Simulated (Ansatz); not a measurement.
# Vibrational response of ZnSe at 5 GPa

These are results of DFT LDA, scalar-relativistic, plane waves, PAW (Ansatz 0.2.0), not measurements. Cutoff 420 eV, 8×8×8 k-points (Γ-centred), fixed occupations. No spin polarisation. Phonons by linear response, acoustic sum rule imposed.

The cell, relaxed at 5 GPa:
```
Zn Se
1.0
     0.00000    2.72796    2.72796
     2.72796    0.00000    2.72796
     2.72796    2.72796    0.00000
Zn Se
1 1
Direct
  0.00000 0.00000 0.00000
  0.75000 0.75000 0.75000
```

 The run warned that the force constants aren't converged on this k mesh, so the frequencies and all that is formed from them are rough.

Question: Is this structure stable against zone-centre distortions?

Answer: Yes, at Γ: no optical mode is imaginary. Strains and other wave vectors aren't tested by this run.

Question: List the optical modes at Γ without the LO field (i marks imaginary ones).

Answer:
| frequency (meV) | degeneracy | IR intensity of the level ((D/Å)²/amu) |
| --- | --- | --- |
| 29.9 | 3 | 6.80 |

Cost: 1 run of about 0.72 core-minutes, on Intel Xeon 6975P-C (Granite Rapids) (shared hosts).